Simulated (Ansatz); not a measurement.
# Calculated with Ansatz: LaZn2Re2, settings compared

The command:

```bash
ansatz run input.yaml --threads 1 --pin off --max-ram 2560MiB --backend cpu --events-out ev --progress --plain --runs-dir out
```

input.yaml:

```yaml
crystal:
  lattice:
    - [0.0, 4.2532298, 0.0]
    - [4.2532298, 0.0, 0.0]
    - [2.1266149, 2.1266149, -5.45774942]
  atoms:
    - { symbol: Re, position: [0.75, 0.25, 0.5] }
    - { symbol: Re, position: [0.25, 0.75, 0.5] }
    - { symbol: La, position: [0.0, 0.0, 0.0] }
    - { symbol: Zn, position: [0.378, 0.378, 0.244] }
    - { symbol: Zn, position: [0.622, 0.622, 0.756] }
  symmetry: { tolerance: 0.0003 }
kpoints:
  mp_grid: { grid: [5, 5, 5], shift: [0, 0, 0] }
magnetization:
  spin_polarized: false
scf:
  occupations: { method: fermi_dirac }
hamiltonian:
  pseudopotentials: { kind: paw }
  xc: r2scan
basis:
  ecutwfc: 500
output:
  forces: true
  stress: true
  eigenvalues: true
relax:
  max_steps: 40
  cell: {}
```

Origin of the cell: a known structure type with other elements, at an estimated volume, so it need not be a known compound.

The smearing width isn't typed, so it takes its default of 0.1 eV.

Output of this run (shortened):

```
SCF iter   1: F=—  HF=-34675.827026 eV  Δρ=1.78e-2  dr2=4.36e-1  dr2_τ=9.48e-2
SCF iter   2: F=—  HF=-34675.837454 eV  Δρ=5.57e-3  dr2=6.20e-2  dr2_τ=5.95e-3
SCF iter   3: F=—  HF=-34675.827107 eV  Δρ=4.59e-3  dr2=4.09e-2  dr2_τ=3.46e-4
SCF iter   4: F=—  HF=-34675.819862 eV  Δρ=1.81e-3  dr2=5.05e-3  dr2_τ=8.04e-4
SCF iter   5: F=—  HF=-34675.819504 eV  Δρ=9.50e-4  dr2=7.18e-4  dr2_τ=4.53e-5
SCF iter   6: F=—  HF=-34675.819642 eV  Δρ=2.08e-4  dr2=1.09e-4  dr2_τ=3.51e-6
SCF iter   7: F=—  HF=-34675.819652 eV  Δρ=8.17e-5  dr2=5.72e-6  dr2_τ=2.89e-7
SCF iter   8: F=—  HF=-34675.819658 eV  Δρ=3.12e-5  dr2=1.79e-6  dr2_τ=5.23e-8
SCF iter   9: F=—  HF=-34675.819659 eV  Δρ=9.00e-6  dr2=1.49e-7  dr2_τ=3.38e-9
SCF iter  10: F=-34675.819659 eV  HF=-34675.819659 eV  Δρ=2.85e-6  dr2=1.47e-8  dr2_τ=3.86e-10
relax step   1: F+E_penalty+E_count = -34675.819659 eV  Δ(F+E_penalty+E_count) = +0.000e0 eV  max|allowed force component| = 9.311e-1 eV/Å  Δτ_max = 0.0000 Å  P = -5.548 GPa  Ω = 98.730 Å³  ( […]
relax step   2: F+E_penalty+E_count = -34676.576831 eV  Δ(F+E_penalty+E_count) = -7.572e-1 eV  max|allowed force component| = 1.072e0 eV/Å  Δτ_max = 0.1003 Å  P = +1.258 GPa  Ω = 91.830 Å³  e […]
relax step   3: F+E_penalty+E_count = -34677.095272 eV  Δ(F+E_penalty+E_count) = -5.184e-1 eV  max|allowed force component| = 2.544e-1 eV/Å  Δτ_max = 0.1106 Å  P = +1.803 GPa  Ω = 89.749 Å³ […]
relax step   4: F+E_penalty+E_count = -34677.169889 eV  Δ(F+E_penalty+E_count) = -7.462e-2 eV  max|allowed force component| = 6.917e-1 eV/Å  Δτ_max = 0.0244 Å  P = +2.849 GPa  Ω = 89.136 Å³ […]
relax step   5: F+E_penalty+E_count = -34677.223327 eV  Δ(F+E_penalty+E_count) = -5.344e-2 eV  max|allowed force component| = 2.253e-2 eV/Å  Δτ_max = 0.0476 Å  P = -0.203 GPa  Ω = 91.351 Å³ […]
relax step   6: F+E_penalty+E_count = -34677.223491 eV  Δ(F+E_penalty+E_count) = -1.635e-4 eV  max|allowed force component| = 2.157e-2 eV/Å  Δτ_max = 0.0018 Å  P = +0.157 GPa  Ω = 91.155 Å³ […]
relax step   7: F+E_penalty+E_count = -34677.223536 eV  Δ(F+E_penalty+E_count) = -4.510e-5 eV  max|allowed force component| = 8.176e-4 eV/Å  Δτ_max = 0.0011 Å  P = -0.001 GPa  Ω = 91.232 Å³ […]
relax step   8: F+E_penalty+E_count = -34677.223819 eV  Δ(F+E_penalty+E_count) = -2.830e-4 eV  max|allowed force component| = 1.318e-4 eV/Å  Δτ_max = 0.0000 Å  P = -0.004 GPa  Ω = 91.232 Å³  stress off target by 2.79e-2 GPa […]
SCF 8 converged in 8 iterations: F = -34677.223819 eV  dr2 = 4.14e-11
basis re-selected at this cell: Δ(F+E_penalty+E_count) = -2.830e-4 eV, ΔP = -0.003 GPa vs the last step (what re-selecting the basis moved, of the pressure what is left beyond the Pulay corre […]
SCF converged after 8 iterations
Free energy (F): -34677.223819 eV
Harris-Foulkes:  -34677.223819 eV  (|F-HF|=3.64e-11)
Internal energy: -34677.141201 eV  (E = F + TS)
E sigma→0 (E₀):  -34677.182510 eV
Entropy (-TS):   -0.082618 eV (-16.524 meV/atom)
Fermi energy:    15.708272 eV
--- Per-component energies (eV) ---
  E_band       = -207.507377
  E_kinetic    = 1532.385813
  E_local      = -5927.247989  (includes V_loc(G=0)·N_el)
  E_nonlocal   = 1416.372401
  E_hartree    = 2406.109353
  E_xc         = -1155.422888
  E_vxc        = -951.749123  (∫ρ·V_xc dr)
  E_paw        = -26500.201049  (= ΣΔE_a)
  E_vpaw       = -1139.811288  (= ΣTr[D̂ρ^β])
  E_aug_tail   = -0.000169  (compensation charges beyond the density's cutoff)
  E_vtau       = 50.324439  (kinetic-family band-sum trace: ∫τ·v_τ [+ j·A + Jᵃ·Aᵃ] dr)
  E_ewald      = -6447.898207
  E_core_change = -1.238466  (= ΣΔE_core)
  E_smearing   = -0.082618  (= −TS)
  Σ components = -34677.223819   (vs F -34677.223819, Δ=0.00e0)
--- Forces (eV/Å), atoms counted from 1 ---
  atom   1  Re    -0.000000    -0.000000    -0.000000
  atom   2  Re     0.000000    -0.000000     0.000000
  atom   3  La    -0.000000     0.000000     0.000000
  atom   4  Zn     0.000000     0.000000     0.000132
  atom   5  Zn    -0.000000     0.000000    -0.000132
  max |Σ_I F_I| component: 2.78e-17 eV/Å
--- Stress (GPa, compression-positive) ---
       -0.019454      -0.000000       0.000000
       -0.000000      -0.019454       0.000000
        0.000000       0.000000       0.027901
  P = ⅓ Tr σ = -0.0037 GPa (-0.037 kbar)
--- Relaxed structure (7 steps of the walk, 7 accepted, 1 SCFs on fresh bases) ---
  F+E_penalty+E_count = -34677.223819 eV   max|allowed force component| = 1.318e-4 eV/Å   (the final SCF, on the basis selected at the relaxed cell)
  cell:  # Å, volume = 91.2318 Å³
    - [0.0, 3.842739, 0.0]
    - [3.842739, 0.0, 0.0]
    - [1.921369, 1.921369, -6.178233]
  atoms:
    - { symbol: Re, position: [0.750000, 0.250000, 0.5] }
    - { symbol: Re, position: [0.250000, 0.750000, 0.5] }
    - { symbol: La, position: [0.0, 0.0, 1.271e-19] }
    - { symbol: Zn, position: [0.395142, 0.395142, 0.209717] }
    - { symbol: Zn, position: [0.604858, 0.604858, 0.790283] }
```

The same input was run again with these changes:

1. `scf.mixing.preconditioner` default → local_kerker; `scf.algorithm` default → density_mixing
2. `scf.mixing.algorithm` default → msr1; `scf.mixing.beta` default → 0.1; `scf.mixing.ndim` default → 16; `hamiltonian.dispersion` default → d3bj; `crystal.symmetry` { tolerance: 0.0003 } → { detect: false }

```json
{"run": "base", "end": "converged", "SCF iterations": "61", "volume (Å³/atom)": "18.25", "max force component (eV/Å)": "0.000", "gap on mesh (eV)": "none", "moment (μB)": "–", "ΔE(σ→0) (meV/atom)": "0"}
{"run": "1", "end": "converged", "SCF iterations": "57", "volume (Å³/atom)": "18.25", "max force component (eV/Å)": "0.000", "gap on mesh (eV)": "none", "moment (μB)": "–", "ΔE(σ→0) (meV/atom)": "0.00"}
{"run": "2", "end": "cut by time", "SCF iterations": "211", "volume (Å³/atom)": "–", "max force component (eV/Å)": "–", "gap on mesh (eV)": "–", "moment (μB)": "–", "ΔE(σ→0) (meV/atom)": "–"}
```

Energies are compared only where functional, datasets, charge and starting cell are the same.

Caveats of the base run: no moments, though an odd count or open d shells may carry them; no spin-orbit coupling, though heavy elements are present; the k mesh is coarse if the cell is a metal; the relaxation held the start's symmetry, so the end may be a saddle point.

The base run ran for 47 s of wall time on 1 CPU thread(s) of a shared host, from the program's own first density.
